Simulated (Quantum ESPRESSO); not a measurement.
```cif
data_Cd3K12P6
_chemical_formula_sum 'P6 K12 Cd3'
_space_group_name_H-M_alt 'R-3m :H'
_space_group_IT_number 166
_space_group_name_Hall '-R 3 2"'
_cell_length_a 5.68416
_cell_length_b 5.68416
_cell_length_c 27.09563
_cell_angle_alpha 90.000
_cell_angle_beta 90.000
_cell_angle_gamma 120.000
loop_
_atom_site_label
_atom_site_type_symbol
_atom_site_symmetry_multiplicity
_atom_site_Wyckoff_symbol
_atom_site_fract_x
_atom_site_fract_y
_atom_site_fract_z
_atom_site_occupancy
P1 P 6 c 0.00000 0.00000 0.41146 1
K1 K 6 c 0.00000 0.00000 0.10730 1
K2 K 6 c 0.00000 0.00000 0.29214 1
Cd1 Cd 3 b 0.00000 0.00000 0.50000 1
```
(The calculation used a cell of 7 atoms; values per cell refer to that cell.)

The geometry is that of Materials Project entry mp-28302, symmetrised and not relaxed again.

### Question
What does norm-conserving PBEsol (Quantum ESPRESSO, 102 Ry, scalar-relativistic) give for the electronic structure near the Fermi level?

### Answer
The PBEsol gap is indirect, 0.80 eV, from F to Γ; the smallest direct gap is 0.90 eV. Another valence extremum on the path lies within 0.02 eV, too close to call. Spin-orbit splittings are left out.

The structure is a Materials Project entry; no match was found in the copy of COD used, and its stability was not checked.
